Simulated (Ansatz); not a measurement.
The relaxed structure here is a generated cell of TePb: the first start was made by placing the elements on the sites of a structure type, and the end was not matched to a known phase here, so it may be hypothetical. Known forms of TePb include space group No. 225.

One stationary structure of TePb. Space group F-43m (No. 216), zinc blende type. Level of theory: r2SCAN (plane waves to 500 eV, PAW, scalar-relativistic; Ansatz, a first-principles code).

```cif
data_Pb4Te4
_chemical_formula_sum 'Te4 Pb4'
_space_group_name_H-M_alt 'F-43m'
_space_group_IT_number 216
_space_group_name_Hall 'F -4 2 3'
_cell_length_a 7.28569
_cell_length_b 7.28569
_cell_length_c 7.28569
_cell_angle_alpha 90.000
_cell_angle_beta 90.000
_cell_angle_gamma 90.000
loop_
_atom_site_label
_atom_site_type_symbol
_atom_site_symmetry_multiplicity
_atom_site_Wyckoff_symbol
_atom_site_fract_x
_atom_site_fract_y
_atom_site_fract_z
_atom_site_occupancy
Te1 Te 4 c 0.25000 0.25000 0.25000 1
Pb1 Pb 4 a 0.00000 0.00000 0.00000 1
```
(The calculation used a cell of 2 atoms; values per cell refer to that cell.)

**Question.** Give the band gap at the level r2SCAN.

**Answer.** 0.75 eV, indirect (valence top at W, conduction bottom at k = (0, -0.5, -0.5)) (no spin-orbit coupling).

**Question.** What smallest direct gap does r2SCAN give?

**Answer.** 1.37 eV at k = (0, -0.5, -0.5).

No spin polarisation in the result. Spin-orbit coupling is missing; with elements this heavy it can move band edges by tenths of an eV or more.

The run could not lose the symmetry of its start, so the end can be a saddle point.

All atoms sit on sites fixed by symmetry, so only the cell could relax.
